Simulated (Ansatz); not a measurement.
Here is the system:

Co₄N:
```cif
data_Co4N
_chemical_formula_sum 'Co4 N1'
_space_group_name_H-M_alt 'P 1'
_space_group_IT_number 1
_cell_length_a 3.66973
_cell_length_b 3.66973
_cell_length_c 3.66973
_cell_angle_alpha 90.000
_cell_angle_beta 90.000
_cell_angle_gamma 90.000
loop_
_space_group_symop_operation_xyz
  'x, y, z'
loop_
_atom_site_label
_atom_site_type_symbol
_atom_site_fract_x
_atom_site_fract_y
_atom_site_fract_z
_atom_site_occupancy
Co1 Co 0.50000 0.00000 0.00000 1
Co2 Co 0.00000 0.50000 0.00000 1
Co3 Co 0.00000 0.00000 0.50000 1
Co4 Co 0.50000 0.50000 0.50000 1
N1 N 0.00000 0.00000 0.00000 1
```
The run is spin-polarised; directions of the spins, atom by atom: ↑ ↑ ↑ ↑ 0.

This is the PBEsol-relaxed structure.

Task: All from plane-wave PAW PBEsol (Ansatz code), unless another level is named. Give the Young's modulus.

Result: 296 GPa.

Task: What about the elastic constants (relaxed ions, GPa)?

Result: C11 = 464, C12 = 146, C44 = 90.6.

Space group Pm-3m. The workflow started from a Materials Project entry (that database holds measured and hypothetical structures alike); the Crystallography Open Database copy checked does not list it. Its standing as an ambient phase is unchecked. The PBEsol relaxation kept the symmetry of its start; its stability against distortions is not shown here. Spin order of the final state: ferromagnetic, chosen from 5 collinear starts compared on coarse meshes (ties went to the first, and starts can fall back to one state), not a proven ground state. No Hubbard U is applied. As this level gives no gap, shear constants depend on the k-mesh and smearing (Fermi–Dirac, 0.1 eV here).

Potentials: the later of the program's two PAW sets.
